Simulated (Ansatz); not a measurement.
# ZnAg: moving Ag off its site

ZnAg, Pm-3m, a = 3.156 Å (as given, not relaxed at this level: -1.5 GPa). The structure is a COD entry; whether it is the stable form wasn't checked. Ansatz: r2SCAN, PAW, 500 eV, Γ-centred 16×16×16 mesh on 2 atoms, Gaussian smearing 0.15 eV; no spin polarisation.

```
Zn Ag
1.0
     3.15600    0.00000    0.00000
     0.00000    3.15600    0.00000
     0.00000    0.00000    3.15600
Zn Ag
1 1
Direct
  0.50000 0.50000 0.50000
  0.00000 0.00000 0.00000
```

Atom 2 (Ag) moves by x along the unit vector (0.000, 0.000, 1.000), with its periodic images; all else is held. y is the free energy of the cell over the start, F the force along the path summed over the moved atoms. Symmetry makes y even in x.

```tsv
x (Å)	y (meV)	F (eV/Å)
-0.5000	?	?
-0.2500	103.7	0.83
0.0000	0.0	0.00
0.0625	6.5	-0.21
0.1250	26.0	-0.42
0.1875	58.5	-0.62
0.3125	161.7	-1.03
0.3750	232.0	-1.22
0.4375	314.2	-1.41
```

Task: Fit y = c2 x² + c4 x⁴ to the energies of the other rows, give the force constant, and predict energy and force of the missing row.

Result: Least squares on the rows shown. y = 1669.7 x² − 145.70 x⁴. The force constant is 2 c2 = 3.34 eV/Å² (for all images moving together, not for a lone atom). With two atoms in a cubic cell this is the optical mode at Γ (in a metal it hangs on mesh and smearing): ω = 521.5 √(2 c2/μ) = 149 cm⁻¹ for μ = 40.71 u. The force −dy/dx at the missing row is 1.60 eV/Å (computed 1.58). At x = -0.5000 the fit asked for gives 408.3 meV. The run gave 407.7 meV, so the fit is 0.6 meV too high, a small miss on the scale of the series.